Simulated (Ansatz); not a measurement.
Ansatz input

```yaml
crystal:
  lattice:
    - [2.4568823679, 0.0, 0.0]
    - [-1.228441184, 2.1277225447, 0.0]
    - [0.0, 0.0, 4.3943340499]
  atoms:
    - { symbol: Cr, position: [0.3333333333, 0.6666666667, 0.25], spin: 1.5 }
    - { symbol: Cr, position: [0.6666666667, 0.3333333333, 0.75], spin: 1.5 }
hamiltonian:
  xc: pbesol
  pseudopotentials:
    kind: paw
    azcp:
      Cr: "pseudopotentials/Cr.paw.azcp"
basis:
  ecutwfc: 420
  fft_grid_basis: typed
kpoints:
  mp_grid: { grid: [24, 24, 12], shift: [0, 0, 0] }
magnetization:
  spin_polarized: true
scf:
  occupations: { method: fermi_dirac, width: 0.05 }
```

Output

```
Warning: the record states the generating functional pbe (its physics header spells it `PBE`), which answers neither for hamiltonian.xc's functional nor for the pbesol family's — results may be inconsistent (PPs are generated against a specific XC)
Engine: ansatz 0.2.0, x86_64-unknown-linux-gnu
Pseudopotentials: kind: paw
Pseudopotential: Cr, paw, valence charge 14, recommended cutoff 420 eV (normal) 
Functional definition: PBEsol
  exchange = pbesol_x
  correlation = pbesol_c
Crystal: 2 atoms, lattice volume = 22.972 Å³
Basis set: ecut = 420 eV, 429 PW (Γ)
Bands: 20, of which v1, the nominal top of the filled ones, is band 14 counted from 1 (13 counted from 0)
Symmetry: 24 space group operations
Space group: P63/mmc (ITA 194), of the structure as read, at distance tolerance 2.8e-5 Å
Magnetic group: BNS 194.263 (UNI 1493), of the structure as read, at distance tolerance 2.8e-5 Å
k-points: 427 of 6912
Non-local potential: Cr, projectors of the file, l = 0: 3, l = 1: 2, l = 2: 3, l = 3: 1
PAW form: soft (Blöchl's): semilocal exchange-correlation on the pseudo side does not see the compensation charge
PAW frozen core: Cr, regenerated for the run's functional, and the local potential with it (the file was generated under x = pbe(κ = 0.804, μ = 0.2195149727645171), c = pbe(β = 0.06672455060314922))
PAW one-centre angular grid: Cr, 590 points (default); XC on 64 Gauss nodes
Initial density: superposition of atomic densities (chi_scale 0.1, normalization cell)
Starting moments: Σ|m| = 3 μB on 2 of 2 sites
Initial wavefunctions: pseudopotential atomic-orbital guess
Functional: x = pbesol(κ = 0.804, μ = 0.12345679012345678), c = pbesol(β = 0.046)
SCF iter   1: F=—  HF=-6703.079845 eV  |F-HF|=—  |Δ(HF+E_count)|=         —  Δρ=2.18e-1 (↑2.18e-1 ↓6.70e-2)  dr2=1.10e1  dr2_m=2.37e0  M=0.456 μB ∫|m|=0.456 μB  β_m=0.30  ethr=3.10e-3  ⟨swp⟩=3.3  Hψ=59681  notcnv=0
Mixer restart at iter 1: flushing history
SCF iter   2: F=—  HF=-6699.068233 eV  |F-HF|=—  |Δ(HF+E_count)|=    4.01e0  Δρ=1.31e-1 (↑1.31e-1 ↓4.63e-2)  dr2=3.37e0  dr2_m=1.14e0  M=0.445 μB ∫|m|=0.445 μB  β_m=0.50  ethr=3.10e-3  ⟨swp⟩=2.0  Hψ=38573  notcnv=0  defer=484
SCF iter   3: F=—  HF=-6697.521371 eV  |F-HF|=—  |Δ(HF+E_count)|=    1.55e0  Δρ=2.84e-2 (↑2.84e-2 ↓2.67e-2)  dr2=5.15e-2  dr2_m=1.35e-1  M=0.244 μB ∫|m|=0.244 μB  β_m=0.71  ethr=3.10e-3  ⟨swp⟩=2.3  Hψ=33466  notcnv=0  defer=482
SCF iter   4: F=—  HF=-6697.556051 eV  |F-HF|=—  |Δ(HF+E_count)|=   3.47e-2  Δρ=4.41e-3 (↑4.41e-3 ↓3.37e-3)  dr2=5.54e-4  dr2_m=2.80e-3  M=0.041 μB ∫|m|=0.042 μB  β_m=0.86  ethr=1.84e-4  ⟨swp⟩=2.4  Hψ=39273  notcnv=0  defer=275
SCF iter   5: F=—  HF=-6697.557939 eV  |F-HF|=—  |Δ(HF+E_count)|=   1.89e-3  Δρ=2.74e-3 (↑1.00e-3 ↓2.74e-3)  dr2=1.94e-3  dr2_m=2.23e-4  M=0.012 μB ∫|m|=0.012 μB  β_m=0.84  ethr=1.98e-6  ⟨swp⟩=2.0  Hψ=33920  notcnv=0  defer=275
SCF iter   6: F=—  HF=-6697.557304 eV  |F-HF|=—  |Δ(HF+E_count)|=   6.36e-4  Δρ=8.21e-4 (↑8.15e-4 ↓8.21e-4)  dr2=4.35e-4  dr2_m=2.22e-7  M=-0.000 μB ∫|m|=0.000 μB  β_m=0.79  ethr=1.98e-6  ⟨swp⟩=2.0  Hψ=33887  notcnv=0  defer=275
SCF iter   7: F=—  HF=-6697.557235 eV  |F-HF|=—  |Δ(HF+E_count)|=   6.89e-5  Δρ=2.29e-4 (↑2.29e-4 ↓6.87e-5)  dr2=1.32e-5  dr2_m=1.77e-6  M=0.001 μB ∫|m|=0.001 μB  β_m=0.89  ethr=1.55e-6  ⟨swp⟩=2.0  Hψ=21967  notcnv=0  defer=275
SCF iter   8: F=—  HF=-6697.557233 eV  |F-HF|=—  |Δ(HF+E_count)|=   1.75e-6  Δρ=4.00e-5 (↑4.00e-5 ↓7.72e-6)  dr2=2.78e-7  dr2_m=9.15e-8  M=0.000 μB ∫|m|=0.000 μB  β_m=0.89  ethr=4.70e-8  ⟨swp⟩=2.1  Hψ=22437  notcnv=0  defer=275
SCF iter   9: F=—  HF=-6697.557233 eV  |F-HF|=—  |Δ(HF+E_count)|=   4.40e-8  Δρ=3.13e-6 (↑3.13e-6 ↓1.25e-6)  dr2=2.20e-9  dr2_m=5.52e-10  M=-0.000 μB ∫|m|=0.000 μB  β_m=0.93  ethr=9.92e-10  ⟨swp⟩=2.5  Hψ=25829  notcnv=0  defer=275
SCF iter  10: F=—  HF=-6697.557233 eV  |F-HF|=—  |Δ(HF+E_count)|=  7.82e-10  Δρ=5.97e-7 (↑5.45e-7 ↓5.97e-7)  dr2=1.14e-11  dr2_m=6.39e-11  M=-0.000 μB ∫|m|=0.000 μB  β_m=0.96  ethr=7.86e-12  ⟨swp⟩=2.5  Hψ=28338  notcnv=0  defer=275
SCF iter  11: F=-6697.557233 eV  HF=-6697.557233 eV  |F-HF|=3.64e-12  |Δ(HF+E_count)|=  3.46e-11  Δρ=9.70e-8 (↑8.60e-8 ↓9.70e-8)  dr2=5.38e-12  dr2_m=2.02e-13  M=-0.000 μB ∫|m|=0.000 μB  ethr=1.00e-12  ⟨swp⟩=2.3  Hψ=42941  notcnv=0
SCF 1 converged in 11 iterations: F = -6697.557233 eV  dr2 = 5.38e-12
WARN: the starting moments were not kept: the SCF closed with an absolute magnetisation of 9.8e-7 μB, where they sum to 3 μB in size (2 sites). That is at most 0.1 of that sum. Measured as dr2_m measures the in/out step, that magnetisation stands 2.0e-13 eV from none, at or under the dr2_threshold of 1.0e-7 eV: it is no larger than a step whose dr2_m would equal this threshold. The system may hold no moment; this SCF shows only that its start led to no more than that. To try another start: raise the starting moments (crystal.atoms[].spin, magnetization.per_species, magnetization.initial_magnetization, or on a non-collinear deck that types none of these the spinor_matrix: blocks that start its atoms; where the total moment is fixed, keep their sum and leave initial_magnetization as it is; typed ones take the place of any that the run laid by itself, positive ones on a crystal's lanthanoids without a Hubbard term where scf.initial_density.shell_occupations: [] is typed) or, if the notice of its spin-set hold's release reads "site moments contracting" or "site moments show no strong build", lengthen the hold (scf.mixing.spin_hold: { on: { confirm: 4 } }; for m-r²SCAN on two components see the key's manual first). Each may lead to a state that holds a moment. A second SCF, from the converged charge density, with the starting moments and any scf.initial_density.shell_occupations laid on it anew, would have followed, and was not run: the deck does not ask for one (magnetization.retry_lost_moments is false, the default). To let it run, set magnetization.retry_lost_moments: true and run the deck again, where that key's refused combinations let it; where memory then withholds it, that run's warning says so.
SCF converged after 11 iterations
Magnetization: -0.0000 μB (14.0000 up, 14.0000 down)
Absolute magnetization: 0.0000 μB (∫|ρ↑−ρ↓|, with the PAW one-centre terms)
Spin contamination: 0.0000 ħ² per cell (⟨S²⟩ above its minimum at these occupations)
Per-site moments (μB) at R_I (Å): [(-3.440584003725082e-7, 1.0134639767560194), (-3.4405840049889e-7, 1.0134639767560194)]
Free energy (F): -6697.557233 eV
Harris-Foulkes:  -6697.557233 eV  (|F-HF|=3.64e-12)
Internal energy: -6697.532351 eV  (E = F + TS)
E sigma→0 (E₀):  -6697.544792 eV
Entropy (-TS):   -0.024882 eV (-12.441 meV/atom)
Fermi energy:    19.240009 eV
--- Per-component energies (eV) ---
  E_band       = -283.193646
  E_kinetic    = 688.868786
  E_local      = -2355.408620  (includes V_loc(G=0)·N_el)
  E_nonlocal   = 161.661193
  E_hartree    = 1028.929177
  E_xc         = -278.572017
  E_vxc        = -356.970404  (∫ρ·V_xc dr)
  E_paw        = -2335.053299  (= ΣΔE_a)
  E_vpaw       = -479.203513  (= ΣTr[D̂ρ^β])
  E_aug_tail   = 0.000703  (compensation charges beyond the density's cutoff)
  E_ewald      = -3608.278272
  E_core_change = 0.319999  (= ΣΔE_core)
  E_smearing   = -0.024882  (= −TS)
  E_closure    = 0.000000  (closes the sum)
  Σ components = -6697.557233   (vs F -6697.557233, Δ=0.00e0)
```
